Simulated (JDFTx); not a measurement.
| Quantity | Value |
|---|---|
| surface | ZrSi2(110), Si outermost, slab composition Zr4Si10 |
| bulk | ZrSi2, Cmcm, lattice of mp-1515 (not re-optimised) |
| slab | 14 atoms in 14 planes, 1x1, 7.7 Å between the outermost planes |
| in-plane cell | 3.673 × 7.660 Å, 28.14 Å² |
| cell height | 23.5 Å |
| sampling | 6×4×1 k mesh, Fermi smearing 0.01 Ha, no spin polarisation |

Whether this polymorph is the ambient one wasn't checked. Neither spin polarisation nor a larger cell was tried.

Profiles through the double layer of this slab, charged, in CANDLE, water, 0.5 M NaCl; PBE, GBRV ultrasoft potentials, plane waves to 20/100 Ha, JDFTx (a modified build). z is the height above the outermost atoms, φ the plane-averaged electrostatic potential energy of an electron (zero in the bulk liquid), ρ_b the bound charge of solvent and ions, s the cavity shape function (0 in the solid, 1 in the liquid).

| z (Å) | n (e/Å³) | s | φ (eV) | ρ_b (10⁻³ e/Å³) |
|---|---|---|---|---|
| 0.85 | 0.0668 | 0.00 | -1.397 | -3.50 |
| 1.32 | 0.0221 | 0.04 | -0.660 | -3.80 |
| 1.79 | 0.0059 | 0.15 | -0.177 | -3.58 |
| 2.26 | 0.0015 | 0.35 | -0.071 | -0.55 |
| 2.73 | 0.0004 | 0.62 | -0.055 | 0.19 |
| 3.20 | 0.0001 | 0.83 | -0.047 | 0.05 |
| 3.67 | 0.0000 | 0.97 | -0.042 | 0.00 |
| 4.14 | 0.0000 | 1.00 | -0.037 | -0.01 |
| 4.61 | 0.0000 | 1.00 | -0.034 | -0.01 |
| 5.08 | 0.0000 | 1.00 | -0.030 | -0.01 |
| 5.55 | 0.0000 | 1.00 | -0.027 | -0.01 |
| 6.02 | 0.0000 | 1.00 | -0.024 | -0.01 |
| 6.49 | 0.0000 | 1.00 | -0.022 | -0.01 |
| 6.96 | 0.0000 | 1.00 | -0.019 | -0.01 |
| 7.43 | 0.0000 | 1.00 | -0.017 | -0.01 |

Question: Is the electrode positively or negatively charged, and roughly by how much?

Answer: Positively: σ = 9.1 μC/cm² per face. The liquid's bound charge is of the opposite sign overall, and far from the surface φ decays with the screening length (4.3 Å).
